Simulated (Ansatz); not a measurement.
MnO₂:
```yaml
crystal:
  lattice:
    - [6.73937, 1.42792, 0.00000]
    - [-6.73937, 1.42792, 0.00000]
    - [-0.27590, 0.00000, 4.51736]
  atoms:
    - { symbol: Mn, position: [0.00000, 0.00000, 0.00000] }
    - { symbol: Mn, position: [0.65890, 0.34110, 0.52915] }
    - { symbol: Mn, position: [0.34110, 0.65890, 0.47085] }
    - { symbol: O, position: [0.43243, 0.56757, 0.16820] }
    - { symbol: O, position: [0.56757, 0.43243, 0.83180] }
    - { symbol: O, position: [0.90537, 0.09463, 0.67105] }
    - { symbol: O, position: [0.09463, 0.90537, 0.32895] }
    - { symbol: O, position: [0.76822, 0.23178, 0.28489] }
    - { symbol: O, position: [0.23178, 0.76822, 0.71511] }
```
The run is spin-polarised; directions of the spins, atom by atom: ↑ ↑ ↑ 0 0 0 0 0 0.

Relaxed with r²SCAN. Special points in fractions of this cell's reciprocal vectors: Γ (0.000, 0.000, 0.000); C (0.261, 0.261, 0.000); C2 (-0.261, 0.739, 0.000); Y2 (-0.500, 0.500, 0.000); M2 (-0.500, 0.500, 0.500); D (-0.259, 0.741, 0.500); D2 (0.259, 0.259, 0.500); A (0.000, 0.000, 0.500); L2 (0.000, 0.500, 0.500); V2 (0.000, 0.500, 0.000).

Problem. List the band energies nearest the valence-band maximum at these points for r²SCAN (plane waves, PAW; program Ansatz).

Solution. In eV from the valence-band maximum; about four levels below and three above (degenerate sets whole), none deeper than 8.9 eV; points with the same levels are listed once.

```csv
k,below,above
Γ ↑,-0.83 -0.73 -0.67 -0.47,1.36 2.42 3.10
C ↑,-1.23 -0.52 -0.51 -0.28,1.16 1.36 2.16
Y2 ↑,-1.09 -1.04 -0.56 -0.51,1.26 2.98 3.08
M2 ↑,-1.43 -1.06 -0.48 0.00,2.10 2.25 2.54
D ↑,-1.35 -1.05 -0.43 -0.38,1.35 1.53 2.43
A ↑,-1.32 -0.70 -0.44 -0.40,1.87 2.47 2.91
L2 ↑,-1.36 -1.02 -0.44 -0.37,1.31 1.55 2.34
V2 ↑,-1.22 -0.54 -0.47 -0.28,1.16 1.40 2.10
Γ ↓,-1.33 -1.03 -0.82 -0.38,1.36 1.62 1.88
C ↓,-2.63 -2.27 -1.71 -1.67,1.72 1.76 2.21
Y2 ↓,-1.91 -1.62 -0.69 -0.48,1.43 1.83 1.86
M2 ↓,-1.84 -1.62 -1.59 -0.93,1.41 1.57 1.63
D ↓,-1.88 -1.45 -1.38 -1.28,1.57 1.63 2.08
A ↓,-2.00 -1.83 -1.60 -1.41,1.44 1.64 1.84
L2 ↓,-1.87 -1.42 -1.42 -1.31,1.54 1.67 2.07
V2 ↓,-2.64 -2.24 -1.79 -1.68,1.71 1.76 2.28
```

Space group C2/m. The workflow started from an entry of the Crystallography Open Database (COD), which files this formula under 4 space groups. It is not the phase usual at ambient conditions (space group No. 136). The r²SCAN relaxation kept the symmetry of its start; its stability against distortions is not shown here. The final state is ferromagnetic, the only order run, not a proven ground state. The program gave a warning on the electronic state, which may not be the lowest. No Hubbard U is applied.

Potentials: the later of the program's two PAW sets.
